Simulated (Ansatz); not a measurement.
AgBr:
```xyz
2
Lattice="0.0000 2.9204 2.9204 2.9204 0.0000 2.9204 2.9204 2.9204 0.0000" Properties=species:S:1:pos:R:3 pbc="T T T"
Ag     2.9204     2.9204     2.9204
Br     0.0000     0.0000     0.0000
```

Tensor components refer to the Cartesian frame of this cell.

**Question.** Give the high-frequency dielectric tensor and the Born effective charge tensors of the independent atoms from DFPT, PBE (plane waves, PAW; program Ansatz).

**Answer.** 
ε∞:
```
5.92  0.00  0.00
0.00  5.92  0.00
0.00  0.00  5.92
```
Z* of atom 1 (Ag), rows: field, columns: displacement, in e:
```
1.55  0.00  0.00
0.00  1.55  0.00
0.00  0.00  1.55
```
Z* of atom 2 (Br), rows: field, columns: displacement, in e:
```
-1.55   0.00   0.00
 0.00  -1.55   0.00
 0.00   0.00  -1.55
```

Static charges for comparison (Bader): Ag1 +0.48, Br2 -0.48 e. Born charges measure polarisation by displacement and can exceed these by far.

Space group Fm-3m (rock salt). The cell was relaxed with PBE under the symmetry of its start. No spin polarisation was allowed. Spin–orbit coupling is left out wherever it is not named.

Potentials: the later of the program's two PAW sets.
